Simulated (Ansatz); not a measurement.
HfIr3:
```
HfIr3
1.0
    3.94204     0.00000     0.00000
    0.00000     3.94204     0.00000
    0.00000     0.00000     3.94204
Ir Hf
3 1
Direct
  0.00000   0.50000   0.50000
  0.50000   0.00000   0.50000
  0.50000   0.50000   0.00000
  0.00000   0.00000   0.00000
```

Relaxed with r²SCAN.

Problem. Give the Bader charges and basin volumes of the independent atoms, r²SCAN (plane waves, PAW; program Ansatz).

Solution. 

```csv
atom,Bader charge (e),Bader volume (Å³)
Ir1,-0.63,16.8
Hf4,+1.90,10.8
```

Space group Pm-3m (Cu3Au type). The workflow started from an entry of the Crystallography Open Database (COD). Whether it is the stable phase at ambient conditions was not checked. The r²SCAN relaxation kept the symmetry of its start; its stability against distortions is not shown here. The run is not spin-polarised. Spin–orbit coupling is left out wherever it is not named.

Potentials: the later of the program's two PAW sets.
